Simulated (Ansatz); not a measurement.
**Fields on a plane of AlN (wurtzite)**

```
CELL_PARAMETERS angstrom
      3.11382     0.00000     0.00000
     -1.55691     2.69665     0.00000
      0.00000     0.00000     4.98358
ATOMIC_POSITIONS crystal
  Al 0.33333 0.66667 0.99641
  Al 0.66667 0.33333 0.49641
  N  0.33333 0.66667 0.37839
  N  0.66667 0.33333 0.87839
```

The slice is a (1 -1 0 0) plane (indices of the conventional cell) through the point (0.667, 0.333, 0.878) (fractional), spanned by u = [110] and v = [001] in vectors of this cell: u (3.11 Å) and v (4.98 Å, at 90° to u). It covers one period; positions are fractions (u, v).

Atoms on it: Al at (0.00, 0.62); N at (0.00, 0.00). Other atoms lie within 1 Å of the plane.

All values below come from PBEsol (plane waves to 420 eV, PAW, scalar-relativistic; Ansatz, a first-principles code). k mesh 12×12×7. Near the nuclei the fields are pseudised (PAW); where an atom keeps semicore shells as valence, they peak there. AlN was relaxed with its symmetry unable to fall.

```
|xxxxxxxxxx6666555555556666xxxxxxxx|
|xxxxxxxx44778877777777887744xxxxxx|
|xxxxxxxx77889988888888998877xxxxxx|
|xxxx1155778899999999999988775511xx|
|0000114466778899999999887766441100|
|0000000033667788999988776633000000|
|xxxxxx000033668899998866330000xxxx|
|xxxxxxxx00005577888877550000xxxxxx|
|xxxxxxxxxx0033778888773300xxxxxxxx|
|xxxxxxxxxx0033668888663300xxxxxxxx|
|xxxxxxxxxx0033667777663300xxxxxxxx|
|xxxxxxxxxx0033667777663300xxxxxxxx|
|xxxxxxxx00004466777766440000xxxxxx|
|xxxxxx000022557777777755220000xxxx|
|xxxx0000115577778888777755110000xx|
|0000002255778888888888887755220000|
|2233445577889999999999998877554433|
|6666777788889999999999998888777766|
|8888888888888888777788888888888888|
|9999999988777766555566777788999999|
|9999999988665533222233556688999999|
|9999998877553300000000335577889999|
|7777777766441100000000114466777777|
|xxxx3366553300000000000033556633xx|
|xxxxxxxx44330000000000003344xxxxxx|
|xxxxxxxx22330000000000003322xxxxxx|
|xxxxxxxxxx4422000000002244xxxxxxxx|
|xxxxxxxxxx5544332222334455xxxxxxxx|
```
Scale: ten equal steps from -1.00 (start of '0') to 7.68 (end of '9'), in the order '0123456789'. Values: electrostatic potential energy of an electron, from the cell's mean, in eV. The map has 17 points along u (two characters each, u = 0 at the left) and 28 along v (v = 0 in the bottom row). Points within 0.8 Å of a nucleus are blanked (x), as the pseudised field means little there. Values under -1 eV are set to -1. The zero, the cell's mean, hangs on the PAW cores.

```
|xx#%@%*-..-*%@%#x|
|x#%@%#+-..-+#%@%#|
|@@@@%#=:..:=#%@@@|
|@@@@#+-.  .-+#@@@|
|@@@%*=:.  .:=*%@@|
|@@%*=:..  ..:=*%@|
|++=-:........:-=+|
|    ..::::::..   |
|xx  .-==++==-.  x|
|xxx :+******+: xx|
|xxx =########= xx|
|xx .+%%%%%%%%+. x|
|   :*%%%%%%%%*:  |
|   -*#%%%%%%#*-  |
|  .-+########+-. |
| ..-=**####**=-..|
| ..:-=+****+=-:..|
|  ..:-=++++=-:.. |
|   ..:-====-:..  |
|.......:--:......|
|-:::..........:::|
|+++=-::....::-=++|
|####*+-....-+*###|
|%%%%%#+:..:+#%%%%|
|%%@@@%#-..-#%@@@%|
|x*%@@@#=..=#@@@%*|
|xx#@@@#=::=#@@@#x|
|xxx@@@#=::=#@@@xx|
```
Scale: ten equal steps from 0.01 (start of ' ') to 0.88 (end of '@'), in the order ' .:-=+*#%@'. Values: electron localisation function (ELF). The map has 17 points along u (one character each, u = 0 at the left) and 28 along v (v = 0 in the bottom row). Points within 0.4 Å of a nucleus are blanked (x), as the pseudised field means little there.

Density on the Al–N line (1.90 Å) at its midpoint: 0.67 e/Å³
ELF at that point: 0.9
ELF maximum in the middle third of the Al–N line: 0.88, 1.1 Å from Al
